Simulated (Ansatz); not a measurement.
**Magnetic orders of CuNi3**

Computed with DFT PBEsol, scalar-relativistic, plane waves, PAW (Ansatz).

```yaml
crystal:
  lattice:
    - [1.39521, -1.98715, 0.00000]
    - [1.39521, 1.98715, 0.00000]
    - [0.00000, 0.00000, 7.93489]
  atoms:
    - { symbol: Cu, position: [0.00000, 0.00000, 0.00000] }
    - { symbol: Ni, position: [0.50000, 0.50000, 0.74531] }
    - { symbol: Ni, position: [0.00000, 0.00000, 0.50000] }
    - { symbol: Ni, position: [0.50000, 0.50000, 0.25469] }
```

The plane-wave cutoff is 420 eV and the Γ-centred k-mesh is 18×18×6. The occupation rule is Gaussian smearing, 0.1 eV and the list of starting moments (μB, in atom order) is 0 2 2 2. The check for lower electronic states after the SCF is off.

All runs keep this geometry, which isn't relaxed for the lowest state (largest force there 0.023 eV/Å, pressure -6.2 GPa) and needn't be a stable compound; relaxing each order can shift differences of a few meV. Signs run over the atoms with starting moments. The large starts are 0 3.5 3.5 3.5 μB. The small starts are 0 0.5 0.5 0.5 μB. Site moments are spin moments in atom-centred spheres that scale with the neighbour distance. The states are those that the runs reached from these starts; a lower one can exist.

Q: Starts tried: no spin; ferromagnetic; large parallel starting moments; ferrimagnetic in the cell, signs +-+; ferrimagnetic in the cell, signs ++-; small parallel starting moments. Which state comes out lowest, and what are the moments?

A: The lowest state is ferromagnetic, reached from the start “ferromagnetic” and the start “large parallel starting moments” and the start “ferrimagnetic in the cell, signs ++-” and the start “small parallel starting moments”, with site moments (μB) Ni +0.46 (×2), Ni +0.58.

| start | ends | energy above lowest (meV/atom) | site moments (μB) | gap on mesh (eV) | P (GPa) |
| --- | --- | --- | --- | --- | --- |
| no spin | non-magnetic | 10.7 | none over 0.05 | metal | -7.0 |
| ferromagnetic | ferromagnetic | 0.00 | Ni +0.46 (×2), Ni +0.58 | metal | -6.2 |
| large parallel starting moments | ferromagnetic | 0.00 | Ni +0.46 (×2), Ni +0.58 | metal | -6.2 |
| ferrimagnetic in the cell, signs +-+ | non-magnetic | 10.7 | none over 0.05 | metal | -7.0 |
| ferrimagnetic in the cell, signs ++- | ferromagnetic | 0.00 | Ni +0.46 (×2), Ni +0.58 | metal | -6.2 |
| small parallel starting moments | ferromagnetic | 0.00 | Ni +0.46 (×2), Ni +0.58 | metal | -6.2 |

Cost: 6 runs of about 24 core-minutes in all, on Arm Neoverse V2 (shared hosts).